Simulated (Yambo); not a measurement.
```
BaO
1.0
    0.00000     2.74277     2.74277
    2.74277     0.00000     2.74277
    2.74277     2.74277     0.00000
O Ba
1 1
Direct
  0.50000   0.50000   0.50000
  0.00000   0.00000   0.00000
```

BaO (rock salt, space group Fm-3m, No. 225): mean Im ε in 1 eV windows above the direct gap of 3.13 eV, for different electron-hole kernels (Yambo, broadening 0.15 eV, norm-conserving PBEsol (Quantum ESPRESSO, 84 Ry, scalar-relativistic) bands; 10×10×10 mesh, 3 valence and 4 conduction bands, static screening with 22 bands and a 4 Ry block, scissor 1.29 eV, Tamm-Dancoff; field along x).

```tsv
window (eV)	independent quasiparticles	RPA (no attraction)	BSE
3.1 to 4.1	0.5	0.4	1.5
4.1 to 5.1	0.9	0.8	1.5
5.1 to 6.1	1.4	1.2	3.2
6.1 to 7.1	2.3	2.0	5.0
7.1 to 8.1	4.1	3.5	3.9
```

This run doesn't resolve bound excitons or single peaks, so only averages are given, and they too depend on the mesh; weight that the attraction moves below the gap isn't listed. All transitions below 8.88 eV are in the band window. The scissor comes from a G0W0 run whose convergence isn't established.

Geometry relaxed with PBEsol.
